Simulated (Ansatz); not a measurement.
Polymorphs of Sc, each relaxed with r²SCAN (plane waves, PAW; program Ansatz):

A: P6_222
a = b = 3.2594 Å, c = 8.1430 Å, α = β = 90.00°, γ = 120.00°

```json
[
 {"atom": "Sc", "site": "3c", "symmetry": "222", "x": "0.5000", "y": "0.0000", "z": "0.0000"}
]
```

B: diamond (Fd-3m)
a = 6.3358 Å, b = 6.3358 Å, c = 6.3358 Å, α = 90.00°, β = 90.00°, γ = 90.00°

```csv
atom,site,symmetry,x,y,z
Sc,8b,-43m,0.5000,0.5000,0.5000
```

C: fcc (Cu type) (Fm-3m)
a = 4.6487 Å, b = 4.6487 Å, c = 4.6487 Å, α = 90.00°, β = 90.00°, γ = 90.00°

```csv
atom,site,symmetry,x,y,z
Sc,4a,m-3m,0.0000,0.0000,0.0000
```

Task: Rank these by energy per atom at 0 K (lowest first), as r²SCAN gives it.

Result: C (+0 meV/atom), A (+71 meV/atom), B (+2107 meV/atom)

Typed or built starts, not in the databases checked: B. Not the usual ambient phase: A; B; C. Unstable at this level: A. All cells were relaxed under the symmetry of their starts (and spin orders); stability against distortions was not tested throughout. Rows with no word on spin ran without spin polarisation.

Energies hold the estimated change up to a 700 eV cutoff; steps of a few meV lie near the error of the meshes.

Potentials: the later of the program's two PAW sets.
